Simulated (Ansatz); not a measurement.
SnSe₂ (rutile, P4_2/mnm) at seven volumes, PBE in the plane-wave PAW code Ansatz, shape and atoms relaxed at each. One row is withheld.

| V (Å³/atom) | P (GPa) |
|---|---|
| 26.302 | 5.13 |
| 27.169 | 3.04 |
| 28.036 | 1.37 |
| 28.903 | 0.00 |
| 29.771 | -1.04 |
| 30.638 | -1.69 |
| 31.505 | ? |

**Question.** Fit the shown pressures and predict the withheld one.

**Answer.** P = (3/2)B₀(x^(7/2) − x^(5/2))[1 + (3/4)(B′ − 4)(x − 1)] with x = (V₀/V)^(2/3). Least squares on the six rows gives V₀ = 28.925 Å³/atom, B₀ = 37.9 GPa, B′ = 7.74. At V = 31.505, x = 0.9446 and P = -2.31 GPa. The run itself gave -2.06 GPa.

A made-up cell: these elements were put on the sites of a structure type; neither database checked (COD, Materials Project) lists it. COD files the formula under space group No. 164, 217, so this cell is another polymorph or a model. Its standing as an ambient phase is unchecked. The PBE relaxation kept the symmetry of its start; its stability against distortions is not shown here. Scalar-relativistic: spin–orbit coupling is off unless named, which matters more the heavier the elements.

Potentials: the later of the program's two PAW sets.
